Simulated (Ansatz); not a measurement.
Geometry optimisation in Ansatz: input, command and trajectory.

```yaml
crystal:
  lattice:
    - [4.3294615894, 0.0, 0.0]
    - [0.0, 4.3294615894, 0.0]
    - [0.0, 0.0, 7.025856795]
  atoms:
    - { symbol: Ba, position: [0.0, 0.5, 0.2095357143] }
    - { symbol: Ba, position: [0.5, 0.0, 0.7904642857] }
    - { symbol: H, position: [0.0, 0.0, 0.0] }
    - { symbol: H, position: [0.5, 0.5, 0.0] }
    - { symbol: Cl, position: [0.0, 0.5, 0.6582631055] }
    - { symbol: Cl, position: [0.5, 0.0, 0.3417368945] }
basis:
  ecutwfc: 420
kpoints:
  mp_grid: { grid: [6, 6, 4] }
hamiltonian:
  xc: lda
scf:
  occupations: { method: gaussian, width: 0.02 }
output:
  forces: true
  stress: true
  eigenvalues: true
relax:
  adjacent_minimum: "off"
  f_tol: 0.01
  max_steps: 30
  cell: { stress_tol: 0.1, fix: [volume] }
```

```bash
ansatz run input.yaml --threads 1 --pin off --max-ram 2560MiB --backend cpu --events-out ev --progress --plain --runs-dir out
```

Computed with Ansatz 0.2.0, DFT LDA, scalar-relativistic, plane waves, PAW.

The volume is held at 1.03 times that of the relaxed cell.

Of 4 frames 3 are shown, positions in Å and forces in eV/Å; the SCF threshold varies from step to step. Steps run on the plane waves of an earlier cell, with a Pulay correction in the pressure. The basis is chosen afresh for the last frame, the zero of the energies, and at times for earlier ones too; energy and pressure can step there, also at an unchanged geometry. Where two frames share a geometry here, they differ by under 2 meV/atom and 0.3 GPa.

```xyz
6
Lattice="4.3295 0.0000 0.0000 0.0000 4.3295 0.0000 0.0000 0.0000 7.0259" Properties=species:S:1:pos:R:3:forces:R:3 pbc="T T T" step=1 free_energy_over_end_meV_per_atom=0.07 pressure_GPa=-1.21
Ba    0.0000    2.1647    1.4722    0.0000    0.0000   -0.0056
Ba    2.1647    0.0000    5.5537    0.0000    0.0000    0.0056
H     0.0000    0.0000    0.0000    0.0000    0.0000    0.0000
H     2.1647    2.1647    0.0000    0.0000    0.0000    0.0000
Cl    0.0000    2.1647    4.6249    0.0000    0.0000   -0.0103
Cl    2.1647    0.0000    2.4010    0.0000    0.0000    0.0103
6
Lattice="4.3253 0.0000 0.0000 0.0000 4.3253 0.0000 0.0000 0.0000 7.0395" Properties=species:S:1:pos:R:3:forces:R:3 pbc="T T T" step=2 free_energy_over_end_meV_per_atom=0.03 pressure_GPa=-1.19
Ba    0.0000    2.1626    1.4724    0.0000    0.0000    0.0192
Ba    2.1626    0.0000    5.5670    0.0000    0.0000   -0.0192
H     0.0000    0.0000    0.0000    0.0000    0.0000    0.0000
H     2.1626    2.1626    0.0000    0.0000    0.0000    0.0000
Cl    0.0000    2.1626    4.6284    0.0000    0.0000    0.0006
Cl    2.1626    0.0000    2.4110    0.0000    0.0000   -0.0006
6
Lattice="4.3201 0.0000 0.0000 0.0000 4.3201 0.0000 0.0000 0.0000 7.0562" Properties=species:S:1:pos:R:3:forces:R:3 pbc="T T T" step=4 free_energy_over_end_meV_per_atom=0.00 pressure_GPa=-1.18
Ba    0.0000    2.1601    1.4802    0.0000    0.0000   -0.0001
Ba    2.1601    0.0000    5.5760    0.0000    0.0000    0.0001
H     0.0000    0.0000    0.0000    0.0000    0.0000    0.0000
H     2.1601    2.1601    0.0000    0.0000    0.0000    0.0000
Cl    0.0000    2.1601    4.6349    0.0000    0.0000    0.0040
Cl    2.1601    0.0000    2.4214    0.0000    0.0000   -0.0040
```

It took 26 s on 1 thread of Arm Neoverse V1, on a shared host, peak memory 0.39 GiB.